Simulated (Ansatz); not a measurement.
Ca$_{2}$PF, a known structure type with other elements, at an estimated volume

```
P F Ca
1.0
     1.92475    3.33377    0.00000
    -1.92475    3.33377    0.00000
    -1.92475    1.11126    6.50485
P F Ca
1 1 2
Direct
  0.50000 0.00000 0.50000
  0.00000 0.00000 0.00000
  0.23130 0.53740 0.69390
  0.76870 0.46260 0.30610
```

The numbers come from plane-wave PAW DFT (Ansatz): PBE, no spin polarisation, 420 eV, 8×8×8 Γ-centred k points, cold occupations (width 0.0516 eV). Nothing was relaxed.

Task: What is the formation energy?

Result: -1.68 eV an atom against the elements' usual phases (free molecules for gases, crystals otherwise, with no correction for O₂ or N₂), so it is bound against them; other compounds may still compete. Relaxing would lower it.

Task: What is the band gap?

Result: The gap is 2.08 eV, indirect (the least direct gap found is 2.12 eV).

Task: Which element gives electrons and which takes them?

Result: Bader charges in e: Ca +1.36, P -1.82, F -0.91. In the mean Ca gives up most and P takes most.

Task: Which atom feels the largest force, and which way?

Result: The largest is on Ca3 (and as large on other atoms): 3.82 eV/Å, components (0.00, 0.00, 3.82). It makes 120° with the line to a nearest neighbour, P1 at 2.56 Å.

Task: Is the cell too large or too small?

Result: The pressure is 13.6 GPa (compression positive), so with the atoms held at these fractions the cell would first expand; the forces are large, so a full relaxation may end otherwise. The principal stresses 9.2, 15.8, 15.8 GPa differ, so its shape would change too.

Task: What do density and ELF say about some of the short contacts?

Result: P–Ca at 2.56 Å: least valence density 0.33 e/Å³ and ELF 0.23 there. F–Ca at 2.98 Å: least valence density 0.05 e/Å³ and ELF 0.02 there, a closed-shell (ionic or weak) contact. Both are smooth PAW fields, read partly inside the augmentation spheres.

Origin: a known structure type with other elements, at an estimated volume, so it need not be a known compound. Caveats: atoms or cell far from equilibrium.
